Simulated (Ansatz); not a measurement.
Cu (fcc, Cu type)

```
Cu
1.0
    0.00000     1.78169     1.78169
    1.78169     0.00000     1.78169
    1.78169     1.78169     0.00000
Cu
1
Direct
  0.00000   0.00000   0.00000
```

The slice is a {110} plane (indices of the conventional cell) through the point (0.000, 0.000, 0.000) (fractional), spanned by u = [100] and v = [1 -1 -1] in vectors of this cell: u (2.52 Å) and v (3.56 Å, at 90° to u). It covers one period; positions are fractions (u, v).

The numbers are results of PBEsol (plane waves to 420 eV, PAW, scalar-relativistic; Ansatz, a program for electronic structure), not measurements. k mesh 22×22×22. Near the nuclei the fields are pseudised (PAW); where an atom keeps semicore shells as valence, they peak there. Cu is run without spin polarisation. Cu was relaxed with its symmetry unable to fall. The PAW data are Ansatz's earlier set.

### Question
What is the ELF at the midpoint of the shortest Cu–Cu line in this plane (2.52 Å)?

### Answer
0.22.

### Question
What is the valence density on the shortest Cu–Cu line in this plane (2.52 Å), at its midpoint?

### Answer
0.28 e/Å³.

### Question
Sketch the electron localisation function (ELF) on this plane as a map.

### Answer
```
|xxxxxx    ..--++--..    xxxx|
|xxxx..    ..--**--..    ..xx|
|..      ..::++##++::..      |
|      ..::==##@@##==::..    |
|......::--**@@@@@@**--::....|
|....::==**%%@@@@@@%%**==::..|
|--==++**##%%######%%##**++==|
|++++****##**********##****++|
|++********++++++++++********|
|++++****++++======++++****++|
|++********++++++++++********|
|++++****##**********##****++|
|--==++**##%%######%%##**++==|
|....::==**%%@@@@@@%%**==::..|
|......::--**@@@@@@**--::....|
|      ..::==##@@##==::..    |
|..      ..::++##++::..      |
|xxxx..    ..--**--..    ..xx|
|xxxxxx    ..--++--..    xxxx|
|xxxxxx..  ..::==::..  ..xxxx|
```
Scale: ten equal steps from 0.14 (start of ' ') to 0.31 (end of '@'), in the order ' .:-=+*#%@'. Values: electron localisation function (ELF). The map has 14 points along u (two characters each, u = 0 at the left) and 20 along v (v = 0 in the bottom row). Points within 0.5 Å of a nucleus are blanked (x), as the pseudised field means little there.
